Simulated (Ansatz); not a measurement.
SiO$_{2}$ (rutile)

```yaml
crystal:
  lattice:
    - [4.23616, 0.00000, 0.00000]
    - [0.00000, 4.23616, 0.00000]
    - [0.00000, 0.00000, 2.69045]
  atoms:
    - { symbol: Si, position: [0.50000, 0.50000, 0.50000] }
    - { symbol: Si, position: [0.00000, 0.00000, 0.00000] }
    - { symbol: O, position: [0.80699, 0.80699, 0.50000] }
    - { symbol: O, position: [0.30699, 0.69301, 0.00000] }
    - { symbol: O, position: [0.69301, 0.30699, 0.00000] }
    - { symbol: O, position: [0.19301, 0.19301, 0.50000] }
```

The relaxed cell is deformed in two ways at once: its volume V is scaled, and at that volume it is stretched along z (the c axis of the conventional cell) so that c/a changes. Fractional atomic positions are held.

These are PBE (plane waves to 420 eV, PAW, scalar-relativistic; Ansatz, a first-principles code) values and carry that method's errors. k mesh 8×8×12 (Γ-centred), Fermi-Dirac smearing 0.05 eV. The energy includes the smearing's −TS. As the atoms are clamped, bonds stretch with the cell, which overstates energies and stresses. SiO2 was relaxed with its symmetry unable to fall. The zero of ΔE is the relaxed starting cell.

| ΔE (kJ/mol of atoms) | V/V₀ = 0.920 | V/V₀ = 0.947 | V/V₀ = 0.973 | V/V₀ = 1.000 | V/V₀ = 1.027 | V/V₀ = 1.053 | V/V₀ = 1.080 |
|---|---|---|---|---|---|---|---|
| (c/a)/(c/a)₀ = 0.920 | 13.01 | 9.10 | 6.59 | 5.31 | (withheld) | 5.82 | 7.36 |
| (c/a)/(c/a)₀ = 0.947 | 8.99 | (withheld) | 3.22 | 2.24 | 2.31 | 3.30 | (withheld) |
| (c/a)/(c/a)₀ = 0.973 | 6.50 | 3.20 | 1.27 | 0.53 | 0.83 | 2.04 | 4.05 |
| (c/a)/(c/a)₀ = 1.000 | 5.34 | 2.26 | 0.54 | 0.00 | 0.49 | 1.88 | 4.04 |
| (c/a)/(c/a)₀ = 1.027 | 5.33 | 2.43 | 0.86 | 0.48 | (withheld) | 2.64 | 4.93 |
| (c/a)/(c/a)₀ = 1.053 | 6.32 | (withheld) | 2.11 | 1.83 | 2.57 | 4.19 | 6.58 |
| (c/a)/(c/a)₀ = 1.080 | 8.19 | 5.49 | 4.13 | 3.93 | 4.74 | 6.42 | 8.86 |

### Question
Fill in the missing entries.

### Answer

- (c/a)/(c/a)₀ = 0.920, V/V₀ = 1.027: 5.10
- (c/a)/(c/a)₀ = 0.947, V/V₀ = 0.947: 5.41
- (c/a)/(c/a)₀ = 0.947, V/V₀ = 1.080: 5.09
- (c/a)/(c/a)₀ = 1.027, V/V₀ = 1.027: 1.12
- (c/a)/(c/a)₀ = 1.053, V/V₀ = 0.947: 3.55

(Under strain, the slope of the energy per volume gives the stress and its curvature an elastic modulus.)
